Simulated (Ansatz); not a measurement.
MoPt:
```yaml
crystal:
  lattice:
    - [4.47443, 0.00000, 0.00000]
    - [0.00000, 2.72973, 0.00000]
    - [0.00000, 0.00000, 4.95332]
  atoms:
    - { symbol: Mo, position: [0.25000, 0.00000, 0.16227] }
    - { symbol: Mo, position: [0.75000, 0.00000, 0.83773] }
    - { symbol: Pt, position: [0.25000, 0.50000, 0.66336] }
    - { symbol: Pt, position: [0.75000, 0.50000, 0.33664] }
```

Relaxed with r²SCAN. Special points in fractions of this cell's reciprocal vectors: Γ (0.000, 0.000, 0.000); X (0.500, 0.000, 0.000); S (0.500, 0.500, 0.000); Y (0.000, 0.500, 0.000); Z (0.000, 0.000, 0.500); U (0.500, 0.000, 0.500); R (0.500, 0.500, 0.500); T (0.000, 0.500, 0.500).

### Question
List the band energies nearest the Fermi level at these points for the program Ansatz at the r²SCAN with spin–orbit coupling level (PAW).

### Answer
In eV from the Fermi level; about four levels below and three above (degenerate sets whole), none deeper than 8.9 eV; points with the same levels are listed once.

| k | below | above |
|---|---|---|
| Γ | -1.90 -1.90 -1.44 -1.44 | 0.22 0.22 1.57 1.57 |
| X | -0.28 -0.28 -0.28 -0.28 | 0.42 0.42 0.42 0.42 |
| S | -0.57 -0.57 -0.57 -0.57 | 0.54 0.54 0.54 0.54 |
| Y | -1.30 -1.30 -0.05 -0.05 | 1.04 1.04 1.62 1.62 |
| Z | -1.90 -1.90 -1.58 -1.58 | 0.48 0.48 1.18 1.18 |
| U | -2.14 -2.14 -2.14 -2.14 | 0.52 0.52 0.52 0.52 |
| R | -0.41 -0.41 -0.41 -0.41 | 0.44 0.44 0.44 0.44 |
| T | -1.40 -1.40 -0.95 -0.95 | 0.45 0.45 0.51 0.51 |

Space group Pmma. The first step of the workflow began from a Materials Project structure, measured or hypothetical; the Crystallography Open Database copy checked does not list it. With Mo and Pt taken as one species the cell has the higher symmetry P6_3/mmc, so it may be an ordered model of a mixed-site phase. Whether it is the stable phase at ambient conditions was not checked. Symmetry was held in the r²SCAN relaxation; of distortions, only those at the zone centre were tested. No spin polarisation was allowed.

Potentials: the later of the program's two PAW sets.
